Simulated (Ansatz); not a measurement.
Sb$_{3}$Au:
```cif
data_Au2Sb6
_chemical_formula_sum 'Sb6 Au2'
_space_group_name_H-M_alt 'Im-3m'
_space_group_IT_number 229
_space_group_name_Hall '-I 4 2 3'
_cell_length_a 5.91764
_cell_length_b 5.91764
_cell_length_c 5.91764
_cell_angle_alpha 90.000
_cell_angle_beta 90.000
_cell_angle_gamma 90.000
loop_
_atom_site_label
_atom_site_type_symbol
_atom_site_symmetry_multiplicity
_atom_site_Wyckoff_symbol
_atom_site_fract_x
_atom_site_fract_y
_atom_site_fract_z
_atom_site_occupancy
Sb1 Sb 6 b 0.00000 0.00000 0.50000 1
Au1 Au 2 a 0.00000 0.00000 0.00000 1
```
(The calculation used a cell of 4 atoms; values per cell refer to that cell.)

Relaxed with r²SCAN.

### Question
Tabulate the valence density and the electron localisation function along the shortest Sb–Sb contact (2.96 Å), r²SCAN (plane waves, PAW; program Ansatz).

### Answer


```tsv
distance from Sb (Å)	density (e/Å³)	ELF
0.30	13.78	0.00
0.44	7.37	0.03
0.59	3.33	0.12
0.74	1.49	0.27
0.89	0.80	0.35
1.04	0.53	0.41
1.18	0.40	0.51
1.33	0.33	0.59
1.48	0.32	0.61
1.63	0.33	0.59
1.78	0.40	0.51
1.92	0.53	0.41
2.07	0.80	0.35
2.22	1.49	0.27
2.37	3.33	0.12
2.51	7.37	0.03
2.66	13.78	0.00
```

The density is the valence pseudo-density with augmentation charge, so density and ELF within about 1 Å of a nucleus are not all-electron values.

The workflow started from an entry of the Crystallography Open Database (COD). Whether it is the stable phase at ambient conditions was not checked. Symmetry was held in the r²SCAN relaxation; whether a distortion lowers the energy is not shown. Spin–orbit coupling is left out wherever it is not named.

Potentials: the later of the program's two PAW sets.
